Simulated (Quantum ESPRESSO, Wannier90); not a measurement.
**Hf (P6/mmm, model phase): Wannier90 run**

```
begin unit_cell_cart
ang
    4.9623300684    0.0000000000    0.0000000000
   -2.4811650342    4.2975039012    0.0000000000
    0.0000000000    0.0000000000    3.0862300000
end unit_cell_cart
begin atoms_frac
Hf  -0.3333333333  0.3333333333  0.5000000000
Hf   0.3333333333 -0.3333333333  0.5000000000
Hf   0.0000000000  0.0000000000  0.0000000000
end atoms_frac
```

Cell from Materials Project (mp-1009460), symmetrised, no further relaxation. This isn't the element's usual structure (hcp); take it as a model of another phase. Level: PBEsol, spinors with spin-orbit coupling; pw.x of Quantum ESPRESSO at 47 Ry with PseudoDojo potentials, 4×4×6 k-points, Wannier90. Density: 12×12×14 mesh, cold smearing 0.01 Ry.

A tight-binding model is made by disentanglement and projection with no localisation steps (num_iter = 0), so the 54 orbitals stay atom-like: hydrogen-like Hf: s;p;d, axes along x, y, z; frozen window up to 1.50 eV relative to the Fermi level. It follows pw.x to 16 meV rms for states up to 1.0 eV relative to the Fermi level. Matrix elements depend on this choice of orbitals and windows.

The 20 largest hoppings ⟨m,0|H|n,R⟩ between different sites (one of each Hermitian pair; signs follow the real orbitals' lobes; the list may end inside a set of equal values):

| m | n | R | distance of the centres (Å) | t (eV) | Im t (eV) |
|---|---|---|---|---|---|
| Hf2 py↑ | Hf1 py↑ | 1 0 0 | 3.10 | 2.801 | 0.000 |
| Hf2 py↓ | Hf1 py↓ | 1 0 0 | 3.10 | 2.801 | 0.000 |
| Hf1 pz↑ | Hf1 pz↑ | 0 0 1 | 3.09 | 2.432 | 0.000 |
| Hf1 pz↓ | Hf1 pz↓ | 0 0 1 | 3.09 | 2.432 | 0.000 |
| Hf2 pz↑ | Hf2 pz↑ | 0 0 1 | 3.09 | 2.432 | 0.000 |
| Hf2 pz↓ | Hf2 pz↓ | 0 0 1 | 3.09 | 2.432 | 0.000 |
| Hf3 pz↑ | Hf3 pz↑ | 0 0 1 | 3.09 | 2.301 | 0.000 |
| Hf3 pz↓ | Hf3 pz↓ | 0 0 1 | 3.09 | 2.301 | 0.000 |
| Hf2 s↑ | Hf1 py↑ | 1 0 0 | 2.98 | 2.105 | 0.000 |
| Hf2 s↓ | Hf1 py↓ | 1 0 0 | 2.98 | 2.105 | 0.000 |
| Hf2 py↑ | Hf1 s↑ | 1 0 0 | 2.98 | -2.105 | 0.000 |
| Hf2 py↓ | Hf1 s↓ | 1 0 0 | 2.98 | -2.105 | 0.000 |
| Hf1 px↑ | Hf2 px↑ | 0 1 0 | 2.98 | 2.040 | 0.000 |
| Hf1 px↓ | Hf2 px↓ | 0 1 0 | 2.98 | 2.040 | 0.000 |
| Hf2 px↑ | Hf1 px↑ | 1 -1 0 | 2.98 | 2.040 | 0.000 |
| Hf2 px↓ | Hf1 px↓ | 1 -1 0 | 2.98 | 2.040 | 0.000 |
| Hf3 pz↑ | Hf3 dz2↑ | 0 0 1 | 3.09 | -1.987 | 0.000 |
| Hf3 pz↓ | Hf3 dz2↓ | 0 0 1 | 3.09 | -1.987 | 0.000 |
| Hf3 dz2↑ | Hf3 pz↑ | 0 0 1 | 3.09 | 1.987 | 0.000 |
| Hf3 dz2↓ | Hf3 pz↓ | 0 0 1 | 3.09 | 1.987 | 0.000 |
